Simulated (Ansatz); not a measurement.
BeS (CsCl type, space group No. 221) at seven volumes, DFT-PBE in the program Ansatz with PAW potentials, scaled uniformly. One row is withheld.

```
V (Å³/atom)  P (GPa)
-----------  -------
11.393          9.52
11.769             ?
12.144          2.89
12.520          0.00
12.896         -2.34
13.271         -4.35
13.647         -6.09
```

Q: Fit the shown pressures and predict the withheld one.

A: P = (3/2)B₀(x^(7/2) − x^(5/2))[1 + (3/4)(B′ − 4)(x − 1)] with x = (V₀/V)^(2/3). Least squares on the six rows gives V₀ = 12.530 Å³/atom, B₀ = 84.1 GPa, B′ = 3.73. At V = 11.769, x = 1.0427 and P = 5.92 GPa. The run itself gave 6.05 GPa.

Space group Pm-3m (CsCl type). The cell is a constructed one: a structure type filled with these elements; neither database checked (COD, Materials Project) lists it. COD files the formula under space group No. 216, so this cell is another polymorph or a model. Its standing as an ambient phase is unchecked. The PBE relaxation kept the symmetry of its start; whether a distortion lowers the energy is not shown.

Potentials: the earlier of the program's two PAW sets.
